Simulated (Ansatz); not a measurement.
The calculation used DFT PBE, scalar-relativistic, plane waves, PAW in Ansatz 0.2.0. Cutoff 420 eV, Γ-centred 12×12×6 mesh (6-atom cell), Gaussian smearing of 0.10 eV, no spin polarisation.

Formation energies are uncorrected and refer to the elements' standard structures at the same level (N₂ as a molecule).

Q: Find a candidate tetragonal metal with formula HfNb₂CN₂, with a formation energy near −0.47 eV/atom and a density near 8.64 g/cm³, in a cell of 6 atoms. Its symmetry should be P-4m2 (No. 115).

A: HfNb₂CN₂, space group P-4m2 (No. 115). Around Hf lie 4 C at 2.19 Å, 4 Hf at 3.09 Å, 4 N at 3.28 Å and 4 Nb at 3.41 Å; Nb is surrounded by 5 N at 2.19–2.20 Å, 8 Nb at 3.00–3.09 Å, 2 C at 3.41 Å and 2 Hf at 3.41 Å; C has 4 Hf at 2.19 Å; N is surrounded by 5 Nb at 2.19–2.20 Å.

Space group P-4m2 (No. 115). a = 3.093 Å, b = 3.093 Å, c = 8.121 Å, α = 90.00°, β = 90.00°, γ = 90.00°
```tsv
atom	site	symmetry	x	y	z
Hf	1b	-4m2	0.5000	0.5000	0.0000
Nb	2g	2mm.	0.5000	0.0000	0.6260
C	1a	-4m2	0.0000	0.0000	0.0000
N	2g	2mm.	0.5000	0.0000	0.3556
```

* Volume per atom: 12.95 Å³
* Density: 8.64 g/cm³
* Formation energy: −0.47 eV/atom
* Gap on the 12×12×6 mesh of the 6-atom cell: 0 eV (a metal)

The cell was found from a structure generator's guess, not taken from experiment. Other answers may fit too; this one was computed.

These runs have no spin–orbit coupling, which can matter for Hf. The reference form of C is held partly by dispersion forces, which this level lacks. A structure relaxed within its symmetry needn't be a true minimum.
